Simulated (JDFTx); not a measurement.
An input for a modified build of JDFTx (Pt(100), linear PCM (GLSSA13), water, 1 M KF; bohr, hartree) and the course of its log:

```
lattice \
  5.2689874820 0.0000000000 0.0000000000 \
  0.0000000000 5.2689874820 0.0000000000 \
  0.0000000000 0.0000000000 45.1644543786
coords-type Lattice
ion Pt 0.0000000000 0.0000000000 -0.1649853560 0
ion Pt 0.5000000000 0.5000000000 -0.0824926780 0
ion Pt 0.0000000000 0.0000000000 0.0000000000 0
ion Pt 0.5000000000 0.5000000000 0.0824926780 0
ion Pt 0.0000000000 0.0000000000 0.1649853560 0
ion-species pseudo/pt_pbe_v1.4.upf
elec-cutoff 20 100
elec-ex-corr gga-PBE
coulomb-interaction Slab 001
coulomb-truncation-embed 0 0 0
kpoint-folding 8 8 1
elec-smearing Fermi 0.01
elec-n-bands 53
target-mu -0.179704
symmetries none
electronic-scf nIterations 100 energyDiffThreshold 1e-07
fluid LinearPCM
pcm-variant GLSSA13
fluid-solvent H2O
fluid-cation K+ 1
fluid-anion F- 1
fluid-minimize nIterations 400 knormThreshold 1e-11
wavefunction read f0.wfns
elec-initial-eigenvals f0.eigenvals
elec-initial-fillings read f0.fillings
fluid-initial-state f0.fluidState
dump-name f0_u0.$VAR
dump End State Ecomponents EigStats BandEigs Forces ElecDensity IonicPositions Fillings Kpoints Dtot FluidDebug BoundCharge FluidDensity
```

```
[one cycle in 5 is shown, and the last three; fluid-solver lines are left out]
	FillingsUpdate:  mu: -0.179704000  nElectrons: 82.749319
SCF: Cycle:  0   G: -426.132503094967262   dG: +4.238e+00   |Residual|: 2.071e-01   |deigs|: 6.429e-06
	FillingsUpdate:  mu: -0.179704000  nElectrons: 80.535031
SCF: Cycle:  5   G: -430.247161108989928   dG: -2.554e-01   |Residual|: 3.193e-02   |deigs|: 2.016e-03
	FillingsUpdate:  mu: -0.179704000  nElectrons: 80.112589
SCF: Cycle: 10   G: -430.369262306360042   dG: -1.551e-03   |Residual|: 5.536e-03   |deigs|: 3.377e-04
	FillingsUpdate:  mu: -0.179704000  nElectrons: 80.115511
SCF: Cycle: 15   G: -430.369696031004764   dG: +1.397e-03   |Residual|: 4.108e-03   |deigs|: 7.692e-04
	FillingsUpdate:  mu: -0.179704000  nElectrons: 80.067720
SCF: Cycle: 20   G: -430.371110321402227   dG: -8.267e-06   |Residual|: 4.641e-04   |deigs|: 1.470e-04
	FillingsUpdate:  mu: -0.179704000  nElectrons: 80.066434
SCF: Cycle: 25   G: -430.371114592926290   dG: -9.738e-07   |Residual|: 1.641e-04   |deigs|: 3.157e-05
	FillingsUpdate:  mu: -0.179704000  nElectrons: 80.063996
SCF: Cycle: 30   G: -430.371116351180547   dG: -3.848e-09   |Residual|: 7.963e-05   |deigs|: 2.639e-05
	FillingsUpdate:  mu: -0.179704000  nElectrons: 80.063313
SCF: Cycle: 35   G: -430.371114892045739   dG: +1.064e-06   |Residual|: 1.734e-04   |deigs|: 1.357e-05
	FillingsUpdate:  mu: -0.179704000  nElectrons: 80.064094
SCF: Cycle: 40   G: -430.371116450057912   dG: +1.255e-07   |Residual|: 7.164e-05   |deigs|: 1.633e-05
	FillingsUpdate:  mu: -0.179704000  nElectrons: 80.065540
SCF: Cycle: 45   G: -430.371116450058594   dG: -4.889e-08   |Residual|: 5.904e-05   |deigs|: 8.519e-06
	FillingsUpdate:  mu: -0.179704000  nElectrons: 80.068605
SCF: Cycle: 50   G: -430.371106801687176   dG: +9.454e-06   |Residual|: 3.255e-04   |deigs|: 2.349e-05
	FillingsUpdate:  mu: -0.179704000  nElectrons: 80.063632
SCF: Cycle: 55   G: -430.371116084149946   dG: +6.048e-07   |Residual|: 9.534e-05   |deigs|: 7.174e-06
	FillingsUpdate:  mu: -0.179704000  nElectrons: 80.061857
SCF: Cycle: 60   G: -430.371111129748726   dG: +4.532e-06   |Residual|: 2.326e-04   |deigs|: 1.907e-05
	FillingsUpdate:  mu: -0.179704000  nElectrons: 80.063839
SCF: Cycle: 65   G: -430.371115849855926   dG: +6.252e-07   |Residual|: 1.345e-04   |deigs|: 8.259e-06
	FillingsUpdate:  mu: -0.179704000  nElectrons: 80.064693
SCF: Cycle: 70   G: -430.371115958308167   dG: -5.348e-06   |Residual|: 1.759e-04   |deigs|: 1.614e-05
	FillingsUpdate:  mu: -0.179704000  nElectrons: 80.065880
SCF: Cycle: 75   G: -430.371115971003178   dG: -2.909e-07   |Residual|: 9.208e-05   |deigs|: 1.147e-05
	FillingsUpdate:  mu: -0.179704000  nElectrons: 80.065383
SCF: Cycle: 80   G: -430.371116397740821   dG: -1.992e-07   |Residual|: 8.846e-05   |deigs|: 2.855e-06
	FillingsUpdate:  mu: -0.179704000  nElectrons: 80.066089
SCF: Cycle: 85   G: -430.371115572842371   dG: +3.695e-08   |Residual|: 1.249e-04   |deigs|: 1.375e-05
	FillingsUpdate:  mu: -0.179704000  nElectrons: 80.066707
SCF: Cycle: 90   G: -430.371113956110264   dG: +1.283e-06   |Residual|: 2.009e-04   |deigs|: 1.892e-05
	FillingsUpdate:  mu: -0.179704000  nElectrons: 80.063330
SCF: Cycle: 95   G: -430.371115340193114   dG: +1.251e-06   |Residual|: 1.291e-04   |deigs|: 9.366e-06
	FillingsUpdate:  mu: -0.179704000  nElectrons: 80.064319
SCF: Cycle: 97   G: -430.371116342429445   dG: -1.827e-06   |Residual|: 1.041e-04   |deigs|: 1.153e-05
	FillingsUpdate:  mu: -0.179704000  nElectrons: 80.068493
SCF: Cycle: 98   G: -430.371107567429874   dG: +8.775e-06   |Residual|: 3.001e-04   |deigs|: 2.202e-05
	FillingsUpdate:  mu: -0.179704000  nElectrons: 80.065614
SCF: Cycle: 99   G: -430.371116267577406   dG: -8.700e-06   |Residual|: 7.842e-05   |deigs|: 1.482e-05
SCF: None of the convergence criteria satisfied after 100 iterations.
IonicMinimize: Iter:   0  G: -430.371116267577406  |grad|_K:  0.000e+00
IonicMinimize: Converged (|grad|_K<1.000000e-04).
```

This run gave no converged result. The loop ran out of cycles short of its threshold. It has stalled and not diverged: the last ten energies span 9e-06 Ha, so the total is near its end, but levels, forces and the electron count aren't shown converged.
